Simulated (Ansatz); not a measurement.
BaTiO3 in space group P4mm (No. 99; Ti on 1b, Ba on 1a, O on 1b, O on 2c), PBE in the plane-wave PAW code Ansatz. The conduction-band minimum lies at Γ, with 1 equivalent valley. Second derivatives d²E/dk² of the lowest band at one valley (eV·Å²), along Cartesian directions:

```json
[
 {"direction": "[100]", "d²E/dk²": "17.00"},
 {"direction": "[010]", "d²E/dk²": "17.00"},
 {"direction": "[001]", "d²E/dk²": "0.8289"},
 {"direction": "[110]", "d²E/dk²": "16.99"},
 {"direction": "[101]", "d²E/dk²": "8.917"},
 {"direction": "[011]", "d²E/dk²": "8.917"}
]
```

Problem. Find the principal effective masses, the density-of-states mass and the conductivity mass.

Solution. Off-diagonal terms follow from H_xy = H[110] − (H_xx + H_yy)/2, and m*/mₑ = 7.620 eV·Å² over each eigenvalue: 0.45, 0.45, 9.2. One valley's DOS mass (m₁m₂m₃)^(1/3) = 1.2, conductivity mass 3/(Σ 1/mᵢ) = 0.66 mₑ.

Problem. What effective density of states Nc follows at 300 K for parabolic valleys?

Solution. Nc = 2.509e19 × 1 × (1.2)^(3/2) ≈ 3.3e19 cm⁻³.

The cell was relaxed with PBE under the symmetry of its start. No spin polarisation was allowed. Scalar-relativistic: spin–orbit coupling is off unless named, which matters more the heavier the elements.

Potentials: the later of the program's two PAW sets.

Edges and masses are those of Kohn–Sham bands, whose gap is no quasiparticle gap.
